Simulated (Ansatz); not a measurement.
Theory: DFT PBE, scalar-relativistic, plane waves, PAW (Ansatz 0.2.0). All cells share a 420 eV cutoff and Γ-centred k meshes spaced at most about 0.3 Å⁻¹ (about 0.25 or finer for metals, 2π included). No spin polarisation in the final relaxations.

Each of these unrelaxed guesses is relaxed in cell and atoms within its symmetry. A guess keeps its type if space group and coordination stay and the shape of the cell changes little (axis ratios within about 15 %, angles within 6°); the volume may change.

1. CoH4 (collinear spin from parallel moments)

```
Co H
1.0
     2.37136    0.00000    0.00000
    -1.18568    2.05366    0.00000
     0.00000    0.00000    7.62506
Co H
1 4
Cartesian
  0.0000 0.0000 0.0000
  0.0000 1.3691 6.6022
  0.0000 1.3691 2.8731
  1.1857 0.6846 1.0229
  1.1857 0.6846 4.7520
```

2. HfZr2S6

```
Zr Hf S
1.0
     3.10053    1.79009    5.85910
    -3.10053    1.79009    5.85910
     0.00000   -3.58019    5.85910
Zr Hf S
2 1 6
Direct
  0.83333 0.83333 0.83333
  0.16667 0.16667 0.16667
  0.50000 0.50000 0.50000
  0.24597 0.57930 0.91264
  0.91264 0.24597 0.57930
  0.57930 0.91264 0.24597
  0.42070 0.08736 0.75403
  0.08736 0.75403 0.42070
  0.75403 0.42070 0.08736
```

Question: Which guesses survive the relaxation?

Answer: Guess 2 keeps its type.

```
guess  kept  start group  end group  V start (Å³/atom)  V end  b/a and c/a, end over start  nearest neighbours start  nearest neighbours end
    1    no        P-3m1      P-3m1                7.4    8.3                   1.00, 1.11              Co 6, H 3/12               Co 6, H 3
    2   yes          R-3        R-3               21.7   26.4                   1.00, 1.13           Hf 6, S 3, Zr 6         Hf 6, S 3, Zr 6
```

Neighbours count within 15 % of an atom's shortest distance; end groups are read at 0.02 Å (0.05 Å in metals).

Weakly bound directions are ill-defined at this level, which has no dispersion term (CoH4 P-3m1, HfZr2S6 R-3). Spin–orbit coupling, which can matter for Hf, is left out. Trial moments died out on the coarse mesh in CoH4 P-3m1; another magnetic start might hold. Cells relaxed within their symmetry can be saddle points.

In counts of neighbours, a slash parts the counts of unlike sites.
